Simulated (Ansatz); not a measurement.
Relaxed-ion elastic tensor of AlCo (CsCl type, Pm-3m) in GPa (Voigt order), r²SCAN (plane waves, PAW; program Ansatz); density 6.34 g/cm³, 11.25 Å³ per atom.

```
304  139  139  0.0  0.0  0.0
139  304  139  0.0  0.0  0.0
139  139  304  0.0  0.0  0.0
0.0  0.0  0.0  163  0.0  0.0
0.0  0.0  0.0  0.0  163  0.0
0.0  0.0  0.0  0.0  0.0  163
```

Question: Is the crystal mechanically stable?

Answer: Yes: the smallest eigenvalue of C is 163 GPa.

Question: Work out the Voigt, Reuss and Hill averages.

Answer: K_V = 194, K_R = 194, K_H = 194; G_V = 131, G_R = 117, G_H = 124 GPa.

Question: Give Young's modulus, Poisson's ratio, Pugh's ratio and the universal anisotropy index.

Answer: E = 9KG/(3K + G) = 307 GPa; ν = 0.24; K/G = 1.57 (brittle by the Pugh limit of 1.75); A_U = 5G_V/G_R + K_V/K_R − 6 = 0.58.

Question: Estimate the sound speeds and the Debye temperature.

Answer: v_l = √((K + 4G/3)/ρ) = 7530 m/s, v_t = √(G/ρ) = 4420 m/s, mean 4900 m/s; Θ = (h/k)(3n/4πV)^(1/3) v_m = 651 K.

Question: Give the Zener ratio and Young's modulus along [100], [110] and [111].

Answer: A = 2C44/(C11 − C12) = 1.98; 1/E = S11 − 2(S11 − S12 − S44/2)Γ with Γ = 0, 1/4, 1/3 gives 216, 321, 382 GPa.

The cell was relaxed with r²SCAN under the symmetry of its start. The final state is ferromagnetic, the only order run, not a proven ground state. The cell computed holds one magnetic atom, so no antiferromagnetic order was within reach. Other orbital occupations within this spin state were not tried. As this level gives no gap, shear constants depend on the k-mesh and smearing (Fermi–Dirac, 0.1 eV here).

Potentials: the earlier of the program's two PAW sets.
